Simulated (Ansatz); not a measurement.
Relaxed-ion elastic tensor of NaF (rock salt, space group No. 225) in GPa (Voigt order), plane-wave PAW PBEsol (Ansatz code); density 2.81 g/cm³, 12.40 Å³ per atom.

```
 101  22.2  22.2   0.0   0.0   0.0
22.2   101  22.2   0.0   0.0   0.0
22.2  22.2   101   0.0   0.0   0.0
 0.0   0.0   0.0  27.2   0.0   0.0
 0.0   0.0   0.0   0.0  27.2   0.0
 0.0   0.0   0.0   0.0   0.0  27.2
```

**Question.** Is the crystal mechanically stable?

**Answer.** Yes: the smallest eigenvalue of C is 27.2 GPa.

**Question.** Work out the Voigt, Reuss and Hill averages.

**Answer.** K_V = 48.6, K_R = 48.6, K_H = 48.6; G_V = 32.2, G_R = 31.1, G_H = 31.7 GPa.

**Question.** Give Young's modulus, Poisson's ratio, Pugh's ratio and the universal anisotropy index.

**Answer.** E = 9KG/(3K + G) = 78.0 GPa; ν = 0.23; K/G = 1.54 (brittle by the Pugh limit of 1.75); A_U = 5G_V/G_R + K_V/K_R − 6 = 0.17.

**Question.** Estimate the sound speeds and the Debye temperature.

**Answer.** v_l = √((K + 4G/3)/ρ) = 5680 m/s, v_t = √(G/ρ) = 3360 m/s, mean 3720 m/s; Θ = (h/k)(3n/4πV)^(1/3) v_m = 478 K.

**Question.** Give the Zener ratio and Young's modulus along [100], [110] and [111].

**Answer.** A = 2C44/(C11 − C12) = 0.69; 1/E = S11 − 2(S11 − S12 − S44/2)Γ with Γ = 0, 1/4, 1/3 gives 93.4, 73.7, 68.9 GPa.

Space group Fm-3m (rock salt). The cell was relaxed with PBEsol under the symmetry of its start; phonons on a q-mesh show no instability.

Potentials: the later of the program's two PAW sets.
